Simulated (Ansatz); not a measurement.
Total density of states per atom from plane-wave PAW PBE (Ansatz code), in 0.25 eV bins, energy from the Fermi level:

```
E (eV) | states/eV/atom
    -7.85 |  0.00
    -7.60 |  0.00
    -7.35 |  0.00
    -7.10 |  0.00
    -6.85 |  0.00
    -6.60 |  0.00
    -6.35 |  0.00
    -6.10 |  0.00
    -5.85 |  0.00
    -5.60 |  0.00
    -5.35 |  0.00
    -5.10 |  0.00
    -4.85 |  0.00
    -4.60 |  0.00
    -4.35 |  0.00
    -4.10 |  0.00
    -3.85 |  0.00
    -3.60 |  0.00
    -3.35 |  0.00
    -3.10 |  0.00
    -2.85 |  0.00
    -2.60 |  0.00
    -2.35 |  0.01
    -2.10 | # 0.12
    -1.85 | ########### 1.97
    -1.60 | ########## 1.79
    -1.35 | ############# 2.40
    -1.10 | ######## 1.47
    -0.85 | #### 0.68
    -0.60 | ######### 1.59
    -0.35 | ###### 1.15
    -0.10 | ##### 0.88
     0.15 | ##### 0.99
     0.40 | ############## 2.66
     0.65 | ############## 2.59
     0.90 | ############## 2.62
     1.15 | ##################### 3.90
     1.40 | ############################## 5.56
```

### Question
Which of these materials gives this?
A. Ag, diamond
B. La, diamond
C. Sn, diamond
D. Si, diamond

### Answer
B, La, diamond. Within 0.5 eV of the Fermi level: La 5d 63 %, La 4f 28 %, La 6s 6 %. Projections are on Löwdin-orthogonalised atomic valence shells; empty p or d shells of many metals are not among them.

Space group Fd-3m (diamond). The start of the workflow was typed in or built on a structure type; neither database checked (COD, Materials Project) lists it. It is not the phase usual at ambient conditions (space group No. 194). The PBE relaxation kept the symmetry of its start; whether a distortion lowers the energy is not shown. The volume moved by -37 % from the start of the relaxation. Spin–orbit coupling is left out wherever it is not named.

Potentials: the earlier of the program's two PAW sets.
